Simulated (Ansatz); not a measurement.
Molecular dynamics on a 2×2×1 supercell (16 atoms) of Hg₂SO (ordering on zincblende), relaxed with r2SCAN. Forces come from PBEsol in Ansatz 0.2.0: Langevin thermostat and barostat (NPT), 1000 K, steps of 3 fs. Classical nuclei, no spin polarisation; a few dozen steps show the first response, not equilibrium. The structure comes from a prototype and may be hypothetical.

```yaml
crystal:
  lattice:
    - [7.9653029271, 0.0, 0.0]
    - [0.0, 7.9653029271, 0.0]
    - [0.0, 0.0, 5.4147921588]
  atoms:
    - { symbol: O, position: [0.0, 0.0, 0.0] }
    - { symbol: Hg, position: [0.0, 0.25, 0.7900315819] }
    - { symbol: S, position: [0.25, 0.25, 0.5] }
    - { symbol: Hg, position: [0.25, 0.0, 0.2099684181] }
    - { symbol: O, position: [0.0, 0.5, 0.0] }
    - { symbol: Hg, position: [0.0, 0.75, 0.7900315819] }
    - { symbol: S, position: [0.25, 0.75, 0.5] }
    - { symbol: Hg, position: [0.25, 0.5, 0.2099684181] }
    - { symbol: O, position: [0.5, 0.0, 0.0] }
    - { symbol: Hg, position: [0.5, 0.25, 0.7900315819] }
    - { symbol: S, position: [0.75, 0.25, 0.5] }
    - { symbol: Hg, position: [0.75, 0.0, 0.2099684181] }
    - { symbol: O, position: [0.5, 0.5, 0.0] }
    - { symbol: Hg, position: [0.5, 0.75, 0.7900315819] }
    - { symbol: S, position: [0.75, 0.75, 0.5] }
    - { symbol: Hg, position: [0.75, 0.5, 0.2099684181] }
kpoints:
  mp_grid: { grid: [2, 2, 2] }
hamiltonian:
  xc: pbesol
scf:
  occupations: { method: fermi_dirac, width: 0.086 }
md:
  ensemble: npt_langevin
  temperature: 1000
  timestep: 3.0
  n_steps: 30
  initial_velocities: maxwell_boltzmann
  seed: 6140
```

Command: `ansatz run input.yaml --threads 4 --pin off --max-ram 3686MiB --backend cpu --events-out ev --progress --plain --runs-dir out`. Wall time 4.3 min on 4 threads of Intel(R) Xeon(R) Processor @ 2.50GHz (Skylake/Cascade Lake), on a shared host, load about 0.8 per core; peak host memory 1.4 GiB.

```csv
step,t (fs),T (K),free energy F from step 0 (meV/atom),kinetic energy (meV/atom),pressure (GPa),volume (Å³/atom),largest force (eV/Å)
0,0,938,0.0,121.2,-0.77,21.47,0.10
1,3,904,1.6,116.8,-0.77,21.48,0.30
2,6,1024,6.8,132.3,-0.62,21.49,0.62
3,9,922,15.2,119.2,-0.57,21.50,0.93
4,12,946,26.3,122.2,-0.38,21.52,1.24
5,15,804,39.2,103.9,-0.24,21.54,1.52
6,18,692,51.8,89.5,-0.06,21.55,1.71
7,21,594,62.7,76.8,0.12,21.55,1.81
8,24,519,71.5,67.1,0.30,21.55,1.85
9,27,518,77.9,66.9,0.47,21.54,1.87
10,30,506,81.0,65.3,0.56,21.52,1.95
11,33,512,81.9,66.1,0.62,21.51,2.01
12,36,647,81.8,83.6,0.75,21.49,2.07
13,39,578,81.1,74.7,0.71,21.48,2.10
14,42,646,78.9,83.6,0.72,21.47,2.07
15,45,781,74.2,100.9,0.71,21.46,2.00
16,48,846,68.4,109.3,0.66,21.43,1.91
17,51,939,63.2,121.4,0.62,21.41,1.79
18,54,949,59.3,122.7,0.56,21.38,1.66
19,57,913,56.9,118.1,0.52,21.33,1.54
20,60,979,56.1,126.6,0.58,21.29,1.46
21,63,835,56.4,107.9,0.55,21.24,1.40
22,66,771,57.0,99.7,0.61,21.18,1.35
23,69,808,57.6,104.5,0.74,21.13,1.32
24,72,887,58.0,114.7,0.92,21.08,1.48
25,75,943,58.5,121.9,1.09,21.02,1.56
26,78,925,60.4,119.6,1.25,20.98,1.60
27,81,915,63.4,118.3,1.45,20.93,1.65
28,84,784,66.9,101.3,1.58,20.89,1.69
29,87,737,69.9,95.2,1.75,20.86,1.71
30,90,702,70.8,90.7,1.85,20.83,1.86
```

The temperature starts at 938 K, is lowest at step 10 (506 K, 30 fs) and ends at 702 K. The thermostat hasn't had time to restore it. The atoms start on their lattice sites with kinetic energy alone, so much of it first passes into potential energy.

Positions (Å) and forces (eV/Å) at step 30:
```
cell (Å): 7.886 0.000 0.000; 0.000 7.886 0.000; 0.000 0.000 5.361
O    0.058  -0.098   0.201    -0.159  -0.138  -1.639
Hg  -0.026   1.991   4.297     0.120   0.010  -0.438
S    1.891   1.823   2.504    -0.099   1.259   1.364
Hg   1.928  -0.110   1.160     1.203  -0.663  -0.377
O    0.034   3.941   0.116    -0.122   0.158  -0.658
Hg  -0.212   5.901   4.090     0.033  -0.080  -0.342
S    2.128   6.002   2.827    -0.983  -0.493   0.287
Hg   1.964   3.995   1.300    -0.473   0.192   0.551
O    4.181   0.156  -0.083    -0.858  -1.068   0.329
Hg   3.772   2.020   4.352    -0.662   0.426  -0.346
S    5.720   2.080   2.804     0.690  -0.627   0.462
Hg   6.043   0.348   0.974    -0.539  -0.238   0.790
O    3.815   3.980   0.168     0.593  -0.360  -0.465
Hg   4.069   5.781   4.361     0.366   0.558  -0.025
S    5.688   5.932   2.411     0.748   0.446   0.586
Hg   5.952   3.763   1.127     0.141   0.616  -0.082
```
